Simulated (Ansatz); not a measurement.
# Au: axial (c/a) deformation path

Computed with Ansatz, DFT r2SCAN, scalar-relativistic, plane waves, PAW. Settings: plane waves to 500 eV, k-mesh 24×24×12 (Γ-centred), Gaussian smearing 0.15 eV. Spin–orbit coupling is left out, which can shift energies with elements as heavy as these. No spin polarisation. Energies are free energies at this smearing, counted from the undisturbed cell; pressure is positive in compression.

The undisturbed cell (as given, not relaxed at this level; it stands at -1.5 GPa; this form isn't the usual structure):

```
Au
1.0
     2.90000    0.00000    0.00000
    -1.45000    2.51147    0.00000
     0.00000    0.00000    4.88000
Au
2
Direct
  0.33333 0.66667 0.75000
  0.66667 0.33333 0.25000
```

At fixed volume and fractional coordinates, lengths along (0.000, 0.000, 1.000) are scaled against those across it; ρ is that ratio over its starting value. The cell is metallic on the mesh throughout.

```
    ρ  ΔE (meV/atom)
0.800          105.2
0.850           58.7
0.920           16.6
0.960            3.5
1.000            0.0
1.050            5.3
1.100           21.9
1.200           99.6
1.300          212.0
```

Predict the pressure (GPa) at each point.

```tsv
ρ	pressure (GPa)
0.800	4.5
0.850	1.7
0.920	-0.9
0.960	-1.5
1.000	-1.5
1.050	-0.9
1.100	0.8
1.200	6.7
1.300	15.8
```

Cost: 9 runs of about 8.9 core-minutes in all, on Intel Xeon Processor @ 2.50GHz (Skylake/Cascade Lake) (shared hosts).